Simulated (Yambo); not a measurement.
Yambo run on CaZnC$_{2}$O$_{6}$ (space group R-3, No. 148). The wavefunctions are PBEsol (Quantum ESPRESSO, PseudoDojo norm-conserving, 84 Ry, without SOC) ones on a 4×4×4 mesh (37 occupied bands); a = 6.1262 Å, b = 6.1262 Å, c = 6.1262 Å, α = 46.80°, β = 46.80°, γ = 46.80°.

Yambo input:

```
rim_cut
HF_and_locXC
RandQpts= 1000000
RandGvec= 1 Ry
EXXRLvcs= 84 Ry
VXCRLvcs= 336 Ry
% QPkrange
 1 | 1 | 37 | 38 |
 3 | 3 | 37 | 38 |
 7 | 7 | 37 | 38 |
 8 | 8 | 37 | 38 |
 13 | 13 | 37 | 38 |
%
```

k points by index: 1 = Γ, 3 = L, 7 = F, 8 = (0.25, 0.25, 0.25), 13 = Z.

Resulting energies as the program prints them:

```
#    K-point    Band    Eo [eV]    Ehf [eV]    Vxc [eV]    Vnlxc [eV]
#
    1    37    -0.777402    -7.029072    -19.24994    -25.50161
    1    38    4.181902    9.266044    -14.92698    -9.842835
    3    37    0.000000    -6.230007    -21.36314    -27.59314
    3    38    5.103376    10.92846    -15.70131    -9.876217
    7    37    -0.167852    -6.370228    -21.18703    -27.38941
    7    38    5.084489    10.83146    -15.92866    -10.18169
    8    37    -0.877814    -7.110148    -19.09435    -25.32668
    8    38    4.015057    9.112945    -14.79622    -9.698336
    13    37    -1.032172    -7.117751    -22.98381    -29.06939
    13    38    3.893896    9.023786    -14.68622    -9.556327
```
Exchange alone, without screening.

Geometry of the Materials Project entry, not relaxed at this level.

The structure is a Materials Project entry; no match was found in the copy of COD used, and its stability was not checked.
